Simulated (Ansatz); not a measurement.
**Structures of YTi₃: which is lowest?**

Plane-wave DFT in Ansatz with scalar-relativistic PAW potentials, cutoff 420 eV, Γ-centred meshes chosen by cell and gap, Gaussian smearing with energies taken to zero width. Every cell was relaxed (cell and atoms) in a run of its own, within the symmetry of its start. Functional: PBE.

Relaxed structures (starts from databases or built by putting these elements on another compound's sites):
A. I4/mmm, 4 atoms in the computed cell, a = 4.373 Å, c = 8.510 Å; sites (symmetry × multiplicity) Y 4/mmm × 2, Ti -4m2 × 4 + 4/mmm × 2; start: built
B. Pm-3m, 4 atoms in the computed cell, a = 4.337 Å; sites (symmetry × multiplicity) Y m-3m × 1, Ti 4/mm.m × 3; start: built

Task: Rank them by energy. Could pressure change the order?

Result:
```tsv
structure	group	E − E(lowest) (meV/atom)	V (Å³/atom)	gap on mesh (eV)
A	I4/mmm	0.0	20.34	0.00
B	Pm-3m	8.0	20.40	0.00
```

A is lowest, 8 meV/atom under B. The lowest is also the densest of these, so pressure wouldn't bring one of the others in at first order. Other structures may lie lower than all of these, and vibrations aren't counted.